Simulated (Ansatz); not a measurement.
# What a trial cell of Mg₂B₃ relaxes into

These are results of DFT PBE, scalar-relativistic, plane waves, PAW (Ansatz 0.2.0), not measurements. Cutoff 420 eV, Gaussian smearing, Γ-centred meshes. Cell and atoms relax first on a coarse mesh and then on a finer one. In between, the cell is made exact in the group found at 0.06 Å. In metals the finer mesh still leaves noise of several meV/atom or more. The steps can't lower the symmetry of their start. No spin polarisation.

Recipe of this trial structure of Mg₂B₃: random cell by space group and Wyckoff sites (P3m1, No. 156). The dimensions are guesses.

```
Mg B
1.0
     3.89234    0.00000    0.00000
    -1.94617    3.37087    0.00000
     0.00000    0.00000    6.13111
Mg B
2 3
Direct
  0.66667 0.33333 0.77261
  0.33333 0.66667 0.18782
  0.80683 0.19317 0.04052
  0.80683 0.61367 0.04052
  0.38633 0.19317 0.04052
```

The zero of energy is the elements' standard structures at the same level; no fitted shifts are applied.

Q: Where does the relaxation end?

A: The symmetry stays P3m1 (No. 156). The volume per atom shrinks by 17.2 %, from 16.1 to 13.3 Å³. The shortest distance goes from 1.64 Å (B–B) to 1.72 Å (B–B). The ratio c/a of the conventional cell changes by a factor of 1.19. The energy falls by about 1.3 eV/atom (the start's value is from the coarse mesh). Conventional cell: a = 3.453 Å, c = 6.451 Å. Mg on its first site has 3 B at 2.51 Å; Mg on its second site has 6 B at 2.46 Å; around B lie 4 B at 1.72–1.73 Å and 3 Mg at 2.46–2.51 Å.

```
Mg B
1.0
     3.45271    0.00000    0.00000
    -1.72636    2.99014    0.00000
     0.00000    0.00000    6.45133
Mg B
2 3
Direct
  0.66667 0.33333 0.67639
  0.33333 0.66667 0.30521
  0.83361 0.16639 0.03347
  0.83361 0.66723 0.03347
  0.33277 0.16639 0.03347
```

Q: Give its energy and gap.

A: The formation energy is +0.27 eV/atom. The gap on the 12×12×6 mesh of the 5-atom cell is 0 eV (a metal).

The separate elements lie lower, so it is unstable against them.

The last run used Gaussian smearing of 0.10 eV. The cell is a metal run without spin; a magnetic state may lie lower. A later test with randomly moved atoms led to a structure 85 meV/atom lower, so this end is a saddle point or a shallow minimum.
